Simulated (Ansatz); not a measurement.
## MgB2

**The experiment.** The Crystallography Open Database holds a cell as deposited of hexagonal MgB2 (space group P6/mmm), temperature not stated (1971): a, c = 3.085, 3.523 Å, 9.68 Å³/atom.

From “Raman spectrum and lattice parameters of MgB2 as a function of pressure”, 2001, arxiv:cond-mat/0104042, for a powder of MgB2 at 300 K: bulk modulus 155 ± 10 GPa.

Level of theory: DFT, PBE, scalar-relativistic, no spin polarisation; plane waves to 420 eV with PAW datasets (Ansatz 0.2.0), 12×12×10 k-mesh, Gaussian smearing of 0.05 eV; PAW files: Ansatz's generated set soft_2.

Space group P6/mmm (No. 191). a = 3.078 Å, b = 3.078 Å, c = 3.514 Å, α = 90.00°, β = 90.00°, γ = 120.00°
```csv
atom,site,symmetry,x,y,z
Mg,1a,6/mmm,0.0000,0.0000,0.0000
B,2d,-6m2,0.3333,0.6667,0.5000
```

The chain of runs began from a cell as deposited in COD, expanded in volume.

The cell above was scaled in volume, and shape and atoms were relaxed at each volume within its symmetry. Energies are counted from the cell above.

Cell and atoms are those of this level's equilibrium.

```csv
V (Å³/atom),ΔE (meV/atom),P from the stress (GPa)
9.226,7.35,6.34
9.419,1.77,3.01
9.611,0.00,-0.02
9.803,1.70,-2.76
9.995,6.55,-5.26
```

Task: Do the energies and the pressures agree? Compare −ΔE/ΔV between neighbouring points (1 meV/Å³ = 0.1602 GPa) with the mean of their pressures.

Result: 
```json
{"interval (Å³/atom)": "9.23 to 9.42", "−ΔE/ΔV (GPa)": "4.7", "mean P (GPa)": "4.7"}
{"interval (Å³/atom)": "9.42 to 9.61", "−ΔE/ΔV (GPa)": "1.5", "mean P (GPa)": "1.5"}
{"interval (Å³/atom)": "9.61 to 9.80", "−ΔE/ΔV (GPa)": "-1.4", "mean P (GPa)": "-1.4"}
{"interval (Å³/atom)": "9.80 to 10.00", "−ΔE/ΔV (GPa)": "-4.0", "mean P (GPa)": "-4.0"}
```
They differ by 0.03 GPa at most.

Task: What do the two routes give for V0, B0 and B0′?

Result: A third-order Birch–Murnaghan fit of the energies: V0 = 9.61 Å³/atom, B0 = 144 GPa, B0′ = 3.8. A polynomial of P in ln V, with B = −dP/d ln V at P = 0: V0 = 9.61 Å³/atom, B0 = 144 GPa, B0′ = 3.8.

B0·V0 = 144.4 GPa × 9.61 Å³ = 8.66 eV/atom sets the scale: near the minimum ΔE ≈ ½ B0 V0 x², with x = V/V0 − 1, and a pressure of 1.4 GPa squeezes the volume by about 1 %. At the ends of the curve: x = −4.0 % predicts 6.9 meV/atom and the run gives 7.3; x = +4.0 % predicts 7.0 meV/atom and the run gives 6.5. Compression costs more and expansion less than the parabola says, since the crystal stiffens as it shrinks; B0′ measures that.

**Against experiment.** PBE gives 3.078, 3.514 Å and 9.61 Å³/atom, −0.7 % in volume (−0.2 % in length) from the database's cell. PBE more often overestimates volumes; a smaller cell is partly the thermal expansion and zero-point motion that the static lattice lacks, roughly 0.9 to 2.2 % in volume at 300 K (room temperature assumed) by Grüneisen's rule, γ·3k_BT/(B0·V0) with γ of 1 to 2.5. Against the measured bulk modulus of MgB2, 155 GPa (300 K; powder; “Raman spectrum and lattice parameters of MgB2 as a function of pressure”, 2001, arxiv:cond-mat/0104042), the calculated 144 GPa is off by -6.8 %. The run is a metal.
